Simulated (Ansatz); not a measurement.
GaN:
```
GaN
1.0
   -1.42754     1.42754     2.46865
    1.42754    -1.42754     2.46865
    1.42754     1.42754    -2.46865
Ga N
1 1
Direct
  0.75614   0.75614   0.00000
  0.35886   0.35886   0.00000
```

PBEsol (plane waves, PAW; program Ansatz) gives a gap of 0.16 eV without spin–orbit coupling, maximum on the S0–Γ line, 39 % of the way from S0, minimum at X.

Problem. What happens when spin–orbit coupling is switched on?

Solution. The gap closes at this level.

Space group I4mm. The first step of the workflow began from a Materials Project structure, measured or hypothetical; the Crystallography Open Database copy checked does not list it. It is not the phase usual at ambient conditions (space group No. 186, 216). The PBEsol relaxation kept the symmetry of its start; its stability against distortions is not shown here.

Potentials: the earlier of the program's two PAW sets. The files were generated under PBE; for other functionals the program regenerates the frozen cores, and for LDA and PBEsol the local potential too.
